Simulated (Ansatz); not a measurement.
MgSe:
```cif
data_MgSe
_chemical_formula_sum 'Mg1 Se1'
_space_group_name_H-M_alt 'P 1'
_space_group_IT_number 1
_cell_length_a 3.85362
_cell_length_b 3.85362
_cell_length_c 3.85362
_cell_angle_alpha 60.000
_cell_angle_beta 60.000
_cell_angle_gamma 60.000
loop_
_space_group_symop_operation_xyz
  'x, y, z'
loop_
_atom_site_label
_atom_site_type_symbol
_atom_site_fract_x
_atom_site_fract_y
_atom_site_fract_z
_atom_site_occupancy
Mg1 Mg 0.50000 0.50000 0.50000 1
Se1 Se 0.00000 0.00000 0.00000 1
```

Relaxed with PBEsol. PBEsol in the plane-wave PAW code Ansatz gives a gap of 1.78 eV.

What gap does HSE06 give on the same cell (Ansatz, PAW)?

2.68 eV, 0.90 eV more. The hybrid was solved on a coarser mesh and at special points; its gap is the smallest among all of these.

```tsv
k	v1 PBEsol	c1 PBEsol	v1 HSE06	c1 HSE06
Γ	0.00	2.50	…	…
X	-1.80	1.78	-1.95	2.68
L	-0.59	3.71	…	…
W	-2.57	4.53	…	…
K	-1.45	3.00	…	…
```

Top valence (v1) and lowest conduction level (c1) in eV from each method's valence maximum (which need not be a listed point): supply the withheld HSE06 values.


- L, v1 HSE06: -0.64
- L, c1 HSE06: 4.74
- K, v1 HSE06: -1.57
- K, c1 HSE06: 3.95
- W, v1 HSE06: -2.71
- W, c1 HSE06: 5.54
- Γ, v1 HSE06: 0.00
- Γ, c1 HSE06: 3.62

Cost on shared cores: the PBEsol run (SCF on a 9×9×9 mesh, then bands and DOS) around 17 core-seconds (rough), the HSE06 run (SCF on 7×7×7, then a few points) very roughly 90 core-seconds; the tasks are unlike.

Space group Fm-3m (rock salt). Symmetry was held in the PBEsol relaxation. Scalar-relativistic: spin–orbit coupling is off unless named, which matters more the heavier the elements.

Potentials: the later of the program's two PAW sets.
